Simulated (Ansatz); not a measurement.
## ScAl (Pm-3m), a vibration from a frozen displacement

Computed with Ansatz 0.2.0, DFT LDA, scalar-relativistic, plane waves, PAW. Cutoff 420 eV, Γ-centred 14×14×14 k-points, Fermi–Dirac smearing of 0.02 eV. No spin polarisation. Energies are free energies at this smearing, counted from the undisturbed cell; pressure is positive in compression.

Reference structure (as given, not relaxed at this level; it stands at -4.4 GPa, and it needn't be the usual structure):

```
Sc Al
1.0
     3.37035    0.00000    0.00000
     0.00000    3.37035    0.00000
     0.00000    0.00000    3.37035
Sc Al
1 1
Direct
  0.50000 0.50000 0.50000
  0.00000 0.00000 0.00000
```

Every Sc atom is moved by x along the Cartesian unit vector (0.000, 0.000, 1.000); the cell and all other atoms stay fixed. The cell's volume is 38.28 Å³; the moved atoms weigh 44.956 u together and the others 26.982 u. Some rows repeat others by symmetry and weren't run.

| x (Å) | ΔE (meV/cell) | total force on the moved atoms along the move (eV/Å) | pressure (GPa) |
| --- | --- | --- | --- |
| -0.5000 | 556.30 | 2.1873 | 1.7676 |
| -0.4375 | 427.44 | 1.9340 | 0.3896 |
| -0.3750 | 314.80 | 1.6691 | -0.8267 |
| -0.3125 | 218.95 | 1.3970 | -1.8752 |
| -0.2500 | 140.27 | 1.1204 | -2.7713 |
| -0.1875 | 78.95 | 0.8416 | -3.4838 |
| -0.1250 | 35.10 | 0.5615 | -3.9999 |
| -0.0625 | 8.78 | 0.2808 | -4.3122 |
| 0.0000 | 0.00 | 0.0000 | -4.4167 |
| 0.0625 | 8.78 | -0.2808 | -4.3122 |
| 0.1250 | 35.10 | -0.5615 | -3.9999 |
| 0.1875 | 78.95 | -0.8416 | -3.4838 |
| 0.2500 | 140.27 | -1.1204 | -2.7713 |
| 0.3125 | 218.95 | -1.3970 | -1.8752 |
| 0.3750 | 314.80 | -1.6691 | -0.8267 |
| 0.4375 | 427.44 | -1.9340 | 0.3896 |
| 0.5000 | 556.30 | -2.1873 | 1.7676 |

**Question.** What frequency belongs to this motion?

**Answer.** The force constant is k = −dF/dx = 4.493 eV/Å², from the parabola through x = -0.0625, 0 and 0.0625. In every cell the moved atoms swing against the rest, so the mass is μ = m₁m₂/(m₁ + m₂) = 16.862 u, and ν̃ = 521.5 cm⁻¹ × √(|k|/μ) = 269 cm⁻¹, at this cell's pressure of -4.4 GPa. To first order in x, and within 1 %, the force on every atom lies along the move and, within each of the two groups, in proportion to the atom's mass, so this is itself a mode at the zone centre of this cell.

**Question.** How far does the harmonic law reach?

**Answer.** At x = -0.500 Å, kx²/2 = 561.60 meV against the computed 556.30 meV (-0.9 %): the well is still close to harmonic there.

**Question.** The pressure changes with x². What does that say about the frequency under compression?

**Answer.** With E = k(V)x²/2, k ∝ V^(−2γ) and x scaling with the cell as V^(1/3), P − P0 = −∂E/∂V = (2γ − 2/3) ΔE/V. At x = 0.1250 Å, V(P − P0) = 38.28 × 0.41684 / 160.2 eV = 99.60 meV and ΔE = 35.10 meV, so γ = 1/3 + V(P − P0)/(2ΔE) = 1.75. This is the Grüneisen parameter of the motion under uniform scaling of the cell: shrinking the cell evenly by 1 % in volume raises the frequency by about 1.75 %.

In a metal these slopes depend on the k mesh and the smearing.

Cost: 9 runs of about 3.2 core-minutes in all, on Intel Xeon Processor @ 2.50GHz (Skylake/Cascade Lake) (shared hosts).